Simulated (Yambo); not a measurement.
BaO: sweep of GW parameters

G0W0@PBEsol for BaO (NiAs type, space group P6_3/mmc, No. 194) in Yambo. Reference settings: 3×3×2 Γ-centred k mesh, 244 bands and a 7 Ry block in the screening, 244 bands in G with the Bruneval-Gonze terminator, plasmon pole fitted at 27.2 eV. The PBEsol gap H → (0, 0.333, 0) on this mesh is 2.70 eV; G0W0 gaps are taken between the same points.

| change from the reference | G0W0 gap H → (0, 0.333, 0) (eV) | shift of the valence edge (eV) | rough Yambo cost |
|---|---|---|---|
| reference settings | 3.76 | -0.51 | 1 |
| 116 bands in W | 3.87 | -0.39 | about 1/2 |
| 3 Ry block | 3.81 | -0.50 | within a factor of two |
| 2 Ry block | 3.87 | -0.55 | within a factor of two |
| 94 bands in G, no terminator | 3.61 | 0.31 | – |
| no terminator | 3.66 | -0.30 | – |

The reference isn't shown to be the converged limit. Costs are rough (shared machines), scaled to the same edge states, and given only for runs that recompute the screening. The mesh misses a band edge: along a dense path the PBEsol gap is 2.40 eV against 2.70 eV on the mesh.

Geometry relaxed with PBEsol; primitive cell a = b = 3.743 Å, c = 6.533 Å, α = β = 90.00°, γ = 120.00°.

This is not the ordinary phase of the substance; no match was found in the copy of COD used, and its stability was not checked.

A shift is the quasiparticle energy of the state minus its PBEsol energy.
